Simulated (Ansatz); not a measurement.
Level of theory: DFT PBE, scalar-relativistic, plane waves, PAW in Ansatz 0.2.0. Several structures of Si₃C₄ from a search were relaxed, and the powder pattern of one of them was computed from 10° to 70° in 2θ (λ = 1.5406 Å).

Cu Kα1 powder pattern (kinematic, no thermal factors).
```
2θ (°)  relative intensity
 19.95                   2
 30.12                  42
 34.44                   2
 35.94                 100
 40.12                  72
 40.54                   2
 46.40                   1
 54.23                  31
 61.70                  40
 62.62                   4
 63.28                  36
```

Question: Which structure gives it?
1.

```cif
data_structure
_symmetry_space_group_name_H-M 'R-3m:H'
_symmetry_Int_Tables_number 166
_cell_length_a 3.0906
_cell_length_b 3.0906
_cell_length_c 27.0491
_cell_angle_alpha 90.000
_cell_angle_beta 90.000
_cell_angle_gamma 120.000
_cell_volume 223.75
loop_
_atom_site_label
_atom_site_type_symbol
_atom_site_symmetry_multiplicity
_atom_site_Wyckoff_symbol
_atom_site_fract_x
_atom_site_fract_y
_atom_site_fract_z
_atom_site_occupancy
Si1 Si 6 c 0.00000 0.00000 0.77538 1
Si2 Si 3 a 0.00000 0.00000 0.00000 1
C1 C 6 c 0.00000 0.00000 0.70420 1
C2 C 6 c 0.33333 0.66667 0.78993 1
```

2.

```cif
data_structure
_symmetry_space_group_name_H-M 'P-3m1'
_symmetry_Int_Tables_number 164
_cell_length_a 3.0042
_cell_length_b 3.0042
_cell_length_c 8.8932
_cell_angle_alpha 90.000
_cell_angle_beta 90.000
_cell_angle_gamma 120.000
_cell_volume 69.51
loop_
_atom_site_label
_atom_site_type_symbol
_atom_site_symmetry_multiplicity
_atom_site_Wyckoff_symbol
_atom_site_fract_x
_atom_site_fract_y
_atom_site_fract_z
_atom_site_occupancy
Si1 Si 1 b 0.00000 0.00000 0.50000 1
Si2 Si 2 d 0.66667 0.33333 0.17271 1
C1 C 2 c 0.00000 0.00000 0.08587 1
C2 C 2 d 0.33333 0.66667 0.62166 1
```

3.

```cif
data_structure
_symmetry_space_group_name_H-M 'Pmm2'
_symmetry_Int_Tables_number 25
_cell_length_a 3.1311
_cell_length_b 7.1352
_cell_length_c 4.8186
_cell_angle_alpha 90.000
_cell_angle_beta 90.000
_cell_angle_gamma 90.000
_cell_volume 107.65
loop_
_atom_site_label
_atom_site_type_symbol
_atom_site_symmetry_multiplicity
_atom_site_Wyckoff_symbol
_atom_site_fract_x
_atom_site_fract_y
_atom_site_fract_z
_atom_site_occupancy
Si1 Si 1 c 0.50000 0.00000 0.53982 1
Si2 Si 2 h 0.50000 0.25888 0.86442 1
C1 C 2 h 0.50000 0.90675 0.16590 1
C2 C 2 g 0.00000 0.59652 0.85919 1
```

Answer: 2. Its strongest line, at 2θ = 35.94°, has d = λ/(2 sin θ) = 2.497 Å and is the (1 0 1) reflection of the conventional P-3m1 cell with a = 3.004 Å, c = 8.893 Å. The others have their strongest lines at 18.4° (Pmm2); 29.7° (R-3m). In energy it is the lowest of those shown.

These are computed cells and needn't be stable.
